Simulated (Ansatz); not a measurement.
Relaxed Hf (hcp, Mg type):

```
Hf
1.0
    3.20423     0.00000     0.00000
   -1.60212     2.77495     0.00000
    0.00000     0.00000     5.06913
Hf
2
Direct
  0.33333   0.66667   0.75000
  0.66667   0.33333   0.25000
```

Method: PBE (plane waves to 420 eV, PAW, scalar-relativistic; Ansatz, an electronic-structure program). k mesh 13×13×8 (Γ-centred), Fermi-Dirac smearing 0.05 eV. With partly filled bands, energies and forces of such displacements shift with the k mesh and the smearing. Hf is run without spin polarisation. Hf was relaxed with its symmetry unable to fall. Spin-orbit coupling is left out, though Hf is heavy.

One atom of the cell was then moved (with its periodic images), all else fixed, and the forces (eV/Å) came out as:

```
atom      Fx      Fy      Fz
----  ------  ------  ------
Hf1   -0.350  -0.423  -1.191
Hf2    0.350   0.423   1.191
```

With two atoms only their relative shift counts; take Hf2 as fixed.

Which atom was moved, and by which vector (Å)?

Hf1, by (0.22, 0.22, 0.22), 0.38 Å in all.

(A displaced cell: forces are minus the slopes of the energy, force constants its curvatures, and phonons follow from these.)
